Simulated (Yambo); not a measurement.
Yambo run on Mg2RuH6 (space group Fm-3m, No. 225). The wavefunctions are PBEsol (pw.x of Quantum ESPRESSO, ONCV potentials, no spin-orbit coupling) ones on a 4×4×4 mesh (21 occupied bands); a = 4.6634 Å, b = 4.6634 Å, c = 4.6634 Å, α = 60.00°, β = 60.00°, γ = 60.00°.

Yambo input:

```
rim_cut
gw0
dyson
el_el_corr
HF_and_locXC
ppa
em1d
RandQpts= 1000000
RandGvec= 1 Ry
EXXRLvcs= 84 Ry
VXCRLvcs= 336 Ry
Chimod= "HARTREE"
% BndsRnXp
 13 | 169 |
%
NGsBlkXp= 10 Ry
% LongDrXp
 1.0 | 1.0 | 1.0 |
%
PPAPntXp= 27.2114 eV
% GbndRnge
 1 | 109 |
%
GTermKind= "BG"
DysSolver= "n"
ExtendOut
% QPkrange
 7 | 7 | 21 | 22 |
 8 | 8 | 21 | 21 |
%
```

k points by index: 7 = X, 8 = W.

Resulting energies as the program prints them:

```
#    K-point    Band    Eo [eV]    E [eV]    E-Eo [eV]    Vxc [eV]    Vnlxc [eV]    Sc|Eo [eV]    Sc|E [eV]    dSc/dw|Eo [eV]    Re(Z)    Im(Z)
#
    7    21    -0.356958E-3    -0.418245    -0.417888    -19.17448    -23.03836    3.325806    3.445996    -7.823641    0.776688    -0.001576
    7    22    3.000244    3.810465    0.810220    -16.05265    -11.49077    -3.558528    -3.751654    -6.485345    0.807536    -0.001249
    8    21    0.000000    -0.414811    -0.414811    -19.17583    -23.03987    3.329925    3.449230    -7.823613    0.776688    -0.001574
```
(The two width columns are left out.) Convergence of these settings isn't established.

Geometry of the Materials Project entry, not relaxed at this level.

The structure is a Materials Project entry; no match was found in the copy of COD used, and its stability was not checked.
